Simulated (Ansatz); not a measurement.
A distorted cell of SiC (wurtzite):

```xyz
4
Lattice="3.0920 0.0000 0.0000 -1.5460 2.6777 0.0000 0.0000 0.0000 5.0743" Properties=species:S:1:pos:R:3 pbc="T T T"
Si     1.5460     0.8926     0.0026
Si    -0.3100     1.1651     2.5398
C      1.5460     0.8926     3.1698
C      0.0000     1.7851     0.6327
```

Calculation: PBE (plane waves to 420 eV, PAW, scalar-relativistic; Ansatz, a first-principles code). k mesh 10×10×5 (Γ-centred), Fermi-Dirac smearing 0.05 eV. E stands for the smeared free energy. Stress and pressure are positive under compression. SiC was relaxed with its symmetry unable to fall.

Q: What forces act on the atoms (eV/Å, Cartesian)?

A: 
```tsv
atom	Fx	Fy	Fz
Si1	-0.266	-0.117	-0.401
Si2	20.076	5.955	-9.407
C3	-19.220	-4.561	9.225
C4	-0.590	-1.277	0.584
```

Q: Give the stress tensor in GPa and the pressure.

A: 
```
   69.2     15.1    -39.3
   15.1      6.4     -1.0
  -39.3     -1.0     16.2
```
The pressure, a third of the trace, is 30.6 GPa.

Q: In it atom 2 sits (-0.310, -0.620, 0.000) Å away from its relaxed site. What is its energy relative to the relaxed cell?

A: 4745 meV/cell.

(A displaced cell: forces are minus the slopes of the energy, force constants its curvatures, and phonons follow from these.)
